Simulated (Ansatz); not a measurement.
In$_{2}$TeO$_{2}$:
```xyz
5
Lattice="3.7965 0.0000 0.0000 -1.8982 3.2878 0.0000 0.0000 0.0000 7.0387" Properties=species:S:1:pos:R:3 pbc="T T T"
In     1.8982     1.0959     5.6808
In     0.0000     2.1919     1.3579
Te     0.0000     0.0000     3.5194
O      1.8982     1.0959     0.8419
O      0.0000     2.1919     6.1968
```

Relaxed with r²SCAN.

**Question.** Map the valence electron density (e/Å³), cut off at 2 on the plane through (0.667, 0.333, 0.807) spanned by u = [0, 0, 1] and v = [1, -1, 0] in lattice vectors, from r²SCAN (plane waves, PAW; program Ansatz).

**Answer.** x is the fraction of u, y of v (the angle between them is 90°; rows are the nearest grid lines); atoms in the plane: In at (0.00, 0.00), In at (0.39, 0.67), Te at (0.69, 0.33), O at (0.31, 0.00), O at (0.07, 0.67).
```
y \ x   0.000  0.0857  0.171  0.286  0.371  0.457  0.543  0.629  0.714  0.829  0.914   1.00
------  -----  ------  -----  -----  -----  -----  -----  -----  -----  -----  -----  -----
1.00     2.00    2.00  0.516   2.00   2.00  0.258  0.040  0.040  0.064  0.219   2.00   2.00
0.909    2.00   0.924  0.259   1.71   1.11  0.168  0.054  0.062  0.084  0.158  0.934   2.00
0.848   0.494   0.328  0.149  0.380  0.406  0.173  0.085  0.085  0.093  0.104  0.229  0.494
0.758   0.839    1.92  0.491  0.623   2.00   1.35  0.192  0.097  0.073  0.052  0.124  0.839
0.697    2.00    2.00   1.20   1.74   2.00   2.00  0.287  0.089  0.054  0.037  0.161   2.00
0.606    1.48    2.00  0.826   1.15   2.00   2.00  0.252  0.107  0.074  0.046  0.138   1.48
0.545   0.392   0.726  0.262  0.312   1.21  0.602  0.210  0.209  0.199  0.097  0.097  0.392
0.455   0.077   0.075  0.045  0.056  0.097  0.137  0.312  0.764   1.12  0.324  0.108  0.077
0.394   0.049   0.030  0.021  0.027  0.046  0.116  0.446   2.00   2.00  0.552  0.137  0.049
0.303   0.045   0.024  0.017  0.022  0.039  0.116  0.497   2.00   2.00  0.630  0.146  0.045
0.242   0.067   0.041  0.027  0.041  0.055  0.103  0.353   1.59   2.00  0.465  0.143  0.067
0.152   0.443   0.201  0.099  0.286  0.238  0.097  0.130  0.275  0.356  0.234  0.264  0.443
0.0909   2.00   0.918  0.253   1.65   1.04  0.153  0.062  0.096  0.133  0.191  0.956   2.00
0.000    2.00    2.00  0.516   2.00   2.00  0.258  0.040  0.040  0.064  0.219   2.00   2.00
```

The density is the valence pseudo-density with augmentation charge, so density and ELF within about 1 Å of a nucleus are not all-electron values.

Space group P-3m1. The start of the workflow was typed in or built on a structure type; neither database checked (COD, Materials Project) lists it. Whether it is the stable phase at ambient conditions was not checked. The cell was relaxed with r²SCAN under the symmetry of its start; its stability against distortions is not shown here. Spin–orbit coupling is left out wherever it is not named.

Potentials: the later of the program's two PAW sets.
